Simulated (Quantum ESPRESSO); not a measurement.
Mg3FSClSe, one run as intended and one with a planted mistake

Computed values, not a measurement. The program is pw.x of Quantum ESPRESSO 7.5 (plane-wave density functional theory). The cell is made up: 7 atoms on a wurtzite lattice with one site empty, with randomly drawn elements, strain and displacements, not relaxed. PseudoDojo standard norm-conserving files (v0.5 for PBE, v0.4.1 for LDA and PBEsol) set the functional; there is no spin polarisation, spin-orbit coupling or dispersion term, and the masses in the input are unused placeholders.

Intended input:

```
&control calculation='scf', pseudo_dir='./dojo.nc.sr.pbe.v0_5.standard.upf', outdir='./o', disk_io='medium', tprnfor=.true., tstress=.true. /
&system ibrav=0, nat=7, ntyp=5, nbnd=39, ecutwfc=85.99341389, nosym=.true., tot_charge=0,
 occupations='smearing', smearing='fd', degauss=0.0018374661
/
&electrons conv_thr=7.350e-09, electron_maxstep=60, /
ATOMIC_SPECIES
Cl 1.0 Cl.upf
F 1.0 F.upf
Mg 1.0 Mg.upf
S 1.0 S.upf
Se 1.0 Se.upf
CELL_PARAMETERS angstrom
3.8056 0.0146 -0.0199
0.0253 6.5548 0.0483
-0.0325 0.0455 6.1633
ATOMIC_POSITIONS angstrom
Mg -0.0576 -0.161 -0.0743
Mg 1.9322 3.06 0.1224
Mg -0.1643 4.124 3.2756
F 0.0649 -0.0278 2.1612
S 2.0234 3.3515 2.3394
Cl 1.9852 1.343 5.3398
Se 0.0156 4.4495 5.3702
K_POINTS automatic
5 4 4 1 1 1
```

The log is shortened where brackets say so; the opening notice, blank lines, dates and the lines on written files are dropped, and the path of the files is cut. It prints rydbergs, bohrs and kilobars, and counts compression as positive stress. Where no state is partly filled, the Fermi energy that it prints is only some level between the filled and the empty states on the mesh, and need not lie in the true gap.

Log of the intended run:

```
     Program PWSCF v.7.5
     Parallel version (MPI & OpenMP), running on       1 processor cores
     Number of MPI processes:                 1
     Threads/MPI process:                     1
     [start-up lines left out]
     bravais-lattice index     =            0
     lattice parameter (alat)  =       7.1917  a.u.
     unit-cell volume          =    1037.4098 (a.u.)^3
     number of atoms/cell      =            7
     number of atomic types    =            5
     number of electrons       =        66.00
     number of Kohn-Sham states=           39
     kinetic-energy cutoff     =      85.9934  Ry
     charge density cutoff     =     343.9737  Ry
     scf convergence threshold =      7.3E-09
     mixing beta               =       0.7000
     number of iterations used =            8  plain     mixing
     Exchange-correlation= PBE
                           (   1   4   3   4   0   0   0)
     [axes and pseudopotential details left out]
   Cartesian axes
     site n.     atom                  positions (alat units)
         1        Mg     tau(   1) = (  -0.0151353  -0.0423052  -0.0195234  )
         2        Mg     tau(   2) = (   0.5077148   0.8040613   0.0321625  )
         3        Mg     tau(   3) = (  -0.0431723   1.0836434   0.8607135  )
         4        F      tau(   4) = (   0.0170535  -0.0073049   0.5678880  )
         5        S      tau(   5) = (   0.5316790   0.8806573   0.6147127  )
         6        Cl     tau(   6) = (   0.5216413   0.3528936   1.4031132  )
         7        Se     tau(   7) = (   0.0040991   1.1691734   1.4111013  )
     number of k points=    40  Fermi-Dirac smearing, width (Ry)=  0.0018
                       cart. coord. in units 2pi/alat
        k(    1) = (   0.1001309   0.0716191   0.0771836), wk =   0.0500000
        k(    2) = (   0.1009426   0.0704784   0.2315649), wk =   0.0500000
     [further k points left out]
     Dense  grid:   111783 G-vectors     FFT dimensions: (  45,  75,  72)
     Estimated max dynamical RAM per process >     145.55 MB
     Initial potential from superposition of free atoms
     starting charge      65.9975, renormalised to      66.0000
     Starting wfcs are   36 randomized atomic wfcs +    3 random wfcs
     total cpu time spent up to now is       17.3 secs
     per-process dynamical memory:   104.8 Mb
     Self-consistent Calculation
     iteration #  1     ecut=    85.99 Ry     beta= 0.70
     Davidson diagonalization with overlap
     ethr =  1.00E-02,  avg # of iterations =  6.5
     total cpu time spent up to now is       71.3 secs
     total energy              =    -703.08681987 Ry
     estimated scf accuracy    <       0.70606411 Ry
     iteration #  2     ecut=    85.99 Ry     beta= 0.70
     Davidson diagonalization with overlap
     ethr =  1.07E-03,  avg # of iterations =  4.8
     total cpu time spent up to now is      117.0 secs
     total energy              =    -703.14374177 Ry
     estimated scf accuracy    <       0.72342317 Ry
     [iterations 3 to 9 left out]
     iteration # 10     ecut=    85.99 Ry     beta= 0.70
     Davidson diagonalization with overlap
     ethr =  2.92E-11,  avg # of iterations =  4.0
     total cpu time spent up to now is      446.0 secs
     total energy              =    -703.34419119 Ry
     estimated scf accuracy    <       0.00000002 Ry
     iteration # 11     ecut=    85.99 Ry     beta= 0.70
     Davidson diagonalization with overlap
     ethr =  2.67E-11,  avg # of iterations =  2.0
     total cpu time spent up to now is      492.5 secs
     End of self-consistent calculation
     [lines on levels left out]
     the Fermi energy is     6.3006 ev
!    total energy              =    -703.34419119 Ry
     estimated scf accuracy    <          7.2E-10 Ry
     smearing contrib. (-TS)   =      -0.00000000 Ry
     internal energy E=F+TS    =    -703.34419119 Ry
     The total energy is F=E-TS. E is the sum of the following terms:
     one-electron contribution =    -565.69746562 Ry
     hartree contribution      =     285.68529645 Ry
     xc contribution           =    -123.00081111 Ry
     ewald contribution        =    -300.33121091 Ry
     convergence has been achieved in  11 iterations
     Forces acting on atoms (cartesian axes, Ry/au):
     atom    1 type  3   force =     0.01345971    0.14460597    0.15359160
     atom    2 type  3   force =    -0.00268676    0.15979290    0.08293127
     atom    3 type  3   force =     0.14984315    0.07287299   -0.14222409
     atom    4 type  2   force =    -0.00620933   -0.02927830   -0.06678166
     atom    5 type  4   force =    -0.16098795   -0.07015526   -0.03772358
     atom    6 type  1   force =    -0.01123113   -0.17763962   -0.09465741
     atom    7 type  5   force =     0.01781231   -0.10019868    0.10486387
     Total force =     0.474031     Total SCF correction =     0.000107
     Computing stress (Cartesian axis) and pressure
          total   stress  (Ry/bohr**3)                   (kbar)     P=      151.03
   0.00078441   0.00012885   0.00032935          115.39       18.95       48.45
   0.00012885   0.00131387   0.00076783           18.95      193.28      112.95
   0.00032935   0.00076783   0.00098172           48.45      112.95      144.42
     init_run     :     16.46s CPU     17.07s WALL (       1 calls)
     electrons    :    457.70s CPU    475.30s WALL (       1 calls)
     forces       :      6.39s CPU      6.50s WALL (       1 calls)
     stress       :     22.68s CPU     22.86s WALL (       1 calls)
     [timing details left out]
     PWSCF        :   8m23.60s CPU   8m42.36s WALL
     JOB DONE.
```

A second run has one planted mistake: two atoms have their elements exchanged. The input lines that differ, file-writing options aside:

```
- Mg -0.1643 4.124 3.2756
+ S -0.1643 4.124 3.2756
- S 2.0234 3.3515 2.3394
+ Mg 2.0234 3.3515 2.3394
```

Its log:

```
     Program PWSCF v.7.5
     Parallel version (MPI & OpenMP), running on       1 processor cores
     Number of MPI processes:                 1
     Threads/MPI process:                     1
     [start-up lines left out]
     bravais-lattice index     =            0
     lattice parameter (alat)  =       7.1917  a.u.
     unit-cell volume          =    1037.4098 (a.u.)^3
     number of atoms/cell      =            7
     number of atomic types    =            5
     number of electrons       =        66.00
     number of Kohn-Sham states=           39
     kinetic-energy cutoff     =      85.9934  Ry
     charge density cutoff     =     343.9737  Ry
     scf convergence threshold =      7.3E-09
     mixing beta               =       0.7000
     number of iterations used =            8  plain     mixing
     Exchange-correlation= PBE
                           (   1   4   3   4   0   0   0)
     [axes and pseudopotential details left out]
   Cartesian axes
     site n.     atom                  positions (alat units)
         1        Mg     tau(   1) = (  -0.0151353  -0.0423052  -0.0195234  )
         2        Mg     tau(   2) = (   0.5077148   0.8040613   0.0321625  )
         3        S      tau(   3) = (  -0.0431723   1.0836434   0.8607135  )
         4        F      tau(   4) = (   0.0170535  -0.0073049   0.5678880  )
         5        Mg     tau(   5) = (   0.5316790   0.8806573   0.6147127  )
         6        Cl     tau(   6) = (   0.5216413   0.3528936   1.4031132  )
         7        Se     tau(   7) = (   0.0040991   1.1691734   1.4111013  )
     number of k points=    40  Fermi-Dirac smearing, width (Ry)=  0.0018
                       cart. coord. in units 2pi/alat
        k(    1) = (   0.1001309   0.0716191   0.0771836), wk =   0.0500000
        k(    2) = (   0.1009426   0.0704784   0.2315649), wk =   0.0500000
     [further k points left out]
     Dense  grid:   111783 G-vectors     FFT dimensions: (  45,  75,  72)
     Estimated max dynamical RAM per process >     145.55 MB
     Initial potential from superposition of free atoms
     starting charge      65.9975, renormalised to      66.0000
     Starting wfcs are   36 randomized atomic wfcs +    3 random wfcs
     total cpu time spent up to now is       11.4 secs
     per-process dynamical memory:   104.9 Mb
     Self-consistent Calculation
     iteration #  1     ecut=    85.99 Ry     beta= 0.70
     Davidson diagonalization with overlap
     ethr =  1.00E-02,  avg # of iterations =  6.6
     Threshold (ethr) on eigenvalues was too large:
     Diagonalizing with lowered threshold
     Davidson diagonalization with overlap
     ethr =  9.66E-04,  avg # of iterations =  1.4
     total cpu time spent up to now is      100.8 secs
     total energy              =    -702.73673150 Ry
     estimated scf accuracy    <       0.63512216 Ry
     iteration #  2     ecut=    85.99 Ry     beta= 0.70
     Davidson diagonalization with overlap
     ethr =  9.62E-04,  avg # of iterations =  4.3
     total cpu time spent up to now is      144.9 secs
     total energy              =    -702.44934635 Ry
     estimated scf accuracy    <       2.14969123 Ry
     [iterations 3 to 10 left out]
     iteration # 11     ecut=    85.99 Ry     beta= 0.70
     Davidson diagonalization with overlap
     ethr =  2.76E-10,  avg # of iterations =  2.0
     total cpu time spent up to now is      514.7 secs
     total energy              =    -702.99109840 Ry
     estimated scf accuracy    <       0.00000001 Ry
     iteration # 12     ecut=    85.99 Ry     beta= 0.70
     Davidson diagonalization with overlap
     ethr =  1.89E-11,  avg # of iterations =  3.0
     total cpu time spent up to now is      553.2 secs
     End of self-consistent calculation
     [lines on levels left out]
     the Fermi energy is     5.8535 ev
!    total energy              =    -702.99109840 Ry
     estimated scf accuracy    <          3.3E-09 Ry
     smearing contrib. (-TS)   =      -0.00000691 Ry
     internal energy E=F+TS    =    -702.99109149 Ry
     The total energy is F=E-TS. E is the sum of the following terms:
     one-electron contribution =    -555.11552458 Ry
     hartree contribution      =     280.39389062 Ry
     xc contribution           =    -122.88927122 Ry
     ewald contribution        =    -305.38018631 Ry
     convergence has been achieved in  12 iterations
     Forces acting on atoms (cartesian axes, Ry/au):
     atom    1 type  3   force =     0.01318736    0.16339409    0.16156179
     atom    2 type  3   force =    -0.00294675    0.13570181   -0.02146931
     atom    3 type  4   force =     0.14752850    0.03523621   -0.03598308
     atom    4 type  2   force =     0.00055328    0.02865033   -0.09531599
     atom    5 type  3   force =    -0.15783212   -0.05547498    0.06596999
     atom    6 type  1   force =    -0.01159835   -0.17569665   -0.11295468
     atom    7 type  5   force =     0.01110807   -0.13181080    0.03819129
     Total force =     0.448469     Total SCF correction =     0.000110
     Computing stress (Cartesian axis) and pressure
          total   stress  (Ry/bohr**3)                   (kbar)     P=      180.43
   0.00072423   0.00014997   0.00030730          106.54       22.06       45.21
   0.00014997   0.00154278   0.00074034           22.06      226.95      108.91
   0.00030730   0.00074034   0.00141255           45.21      108.91      207.79
     init_run     :     11.00s CPU     11.25s WALL (       1 calls)
     electrons    :    521.05s CPU    541.81s WALL (       1 calls)
     forces       :      4.13s CPU      4.54s WALL (       1 calls)
     stress       :     17.72s CPU     18.04s WALL (       1 calls)
     [timing details left out]
     PWSCF        :   9m14.25s CPU   9m36.20s WALL
     JOB DONE.
```

|  | intended run | run with the mistake |
| --- | --- | --- |
| free energy (eV) | -9569.485 | -9564.681 |
| smearing term -TS (eV) | 0.0000 | -0.0001 |
| pressure (GPa) | 15.10 | 18.04 |
| largest force component (eV/Å) | 4.567 | 4.517 |
| largest change of a force component (eV/Å) |  | 2.732 |
| iterations | 11 | 12 |

For scale, a rerun of the intended cell at 1467 eV and a 7 x 6 x 6 mesh moved values by no more than 0.002 eV in energy, 0.04 GPa in stress and 0.009 eV/Å in force.